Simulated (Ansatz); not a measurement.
According to plane-wave PAW PBEsol (Ansatz code), I in the molecular I2 type structure (Cmce) relaxes to a = 7.506 Å, b = 4.393 Å, c = 9.624 Å.

The Kohn–Sham gap is 0.79 eV (indirect).

Symmetry was held in the PBEsol relaxation. A crystal of weakly bound units computed without a dispersion correction: the cell and the soft elastic constants depend strongly on that. Spin–orbit coupling is left out wherever it is not named.

Potentials: the earlier of the program's two PAW sets. The files were generated under PBE; for other functionals the program regenerates the frozen cores, and for LDA and PBEsol the local potential too.
